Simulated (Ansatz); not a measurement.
Cu3Sb, first-principles data

Cu3Sb:
```xyz
4
Lattice="4.4471 0.0000 0.0000 -2.2235 3.8513 0.0000 0.0000 0.0000 4.8563" Properties=species:S:1:pos:R:3 pbc="T T T"
Sb     0.0000     0.0000     0.0000
Cu     0.0000     0.0000     2.4281
Cu     0.0000     2.5675     0.0000
Cu     2.2235     1.2838     0.0000
```

Space group P6/mmm (No. 191); conventional cell a = b = 4.4471 Å, c = 4.8563 Å, α = β = 90.00°, γ = 120.00°.

Method: PBEsol (plane waves, PAW; program Ansatz). The cell and atoms are relaxed at this level. Other levels are named where they apply.

### Cell and energy

```json
{
  "volume_per_atom": "20.79 Å³",
  "density": "6.24 g/cm³",
  "Formation energy from the elements (no fitted shifts)": "0.52 eV/atom"
}
```

### Electronic structure

```json
{
  "electronic_character": "metallic (no gap)",
  "Density of states at the Fermi level": "0.16 states/eV per atom (mean over ±0.08 eV)"
}
```

### Mechanics

```json
{
 "Bulk modulus (Birch–Murnaghan fit)": "69.2 GPa",
 "Pressure derivative B′": "5.3",
 "Elastic constants (relaxed ions, GPa)": "C11 = 147, C12 = 65.8, C13 = 7.1, C33 = 168, C44 = -7.9",
 "mechanical_stability": "unstable (C has a negative eigenvalue)"
}
```

The start of the workflow was typed in or built on a structure type; neither database checked (COD, Materials Project) lists it. Its standing as an ambient phase is unchecked. The cell was relaxed with PBEsol under the symmetry of its start. The run is not spin-polarised. Its formation energy is positive at this level, so the cell may be metastable or incomplete. As this level gives no gap, shear constants depend on the k-mesh and smearing (Fermi–Dirac, 0.1 eV here). The references are the lowest solids computed at this level, not always the standard phases. Spin–orbit coupling is left out wherever it is not named.

Potentials: the later of the program's two PAW sets.
